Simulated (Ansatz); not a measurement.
The start is a relaxed W cell, doubled along one cell vector, shaken by Gaussian noise of σ = 0.08 Å a coordinate. Cell shape, volume and atoms are optimised at zero target pressure with PBEsol (plane waves to 420 eV, PAW, scalar-relativistic; Ansatz, a quantum-chemistry and plane-wave program). The first steps use a coarse 7×14×14 k-mesh.

The start:
```
CELL_PARAMETERS angstrom
      0.00000     3.99787     3.99787
      1.99893     0.00000     1.99893
      1.99893     1.99893     0.00000
ATOMIC_POSITIONS crystal
  W  0.01339 0.97449 0.02219
  W  0.52281 0.96749 0.03875
```

### Question
What is the largest force in the starting geometry, and on which atom (counted from 1)?

### Answer
0.78 eV/Å, on W1, W2 (atoms numbered as listed).

### Question
How much energy is released per atom?

### Answer
0.49 eV/atom.

### Question
Is the parent structure recovered?

### Answer
It does not go back: it reaches Im-3m (No. 229), bcc (W type), 0.49 eV/atom below the parent.

### Question
How do the shortest distances between atoms change?

### Answer
The closest pairs of elements (up to four, under 3.6 Å), start → end: W–W 2.76 → 2.73 Å.

### Question
Give the final cell and atomic positions.

### Answer

Space group Im-3m (No. 229); a = 3.154 Å, b = 3.154 Å, c = 3.154 Å, α = 90.00°, β = 90.00°, γ = 90.00°

```tsv
atom	site	symmetry	x	y	z
W	2a	m-3m	0.0000	0.0000	0.0000
```
(The calculation used a cell of 1 atom; values per cell refer to that cell.)

Final values are on a 21×21×21 k-mesh of the relaxed cell. No spin polarisation in the result.

The run could not lose the symmetry of its start.

Of the parent cell (Fm-3m (No. 225)): it is a generated cell of W: the first start was made by placing the elements on the sites of a structure type, and the end was not matched to a known phase here, so it may be hypothetical. Known forms of W include space group No. 229.
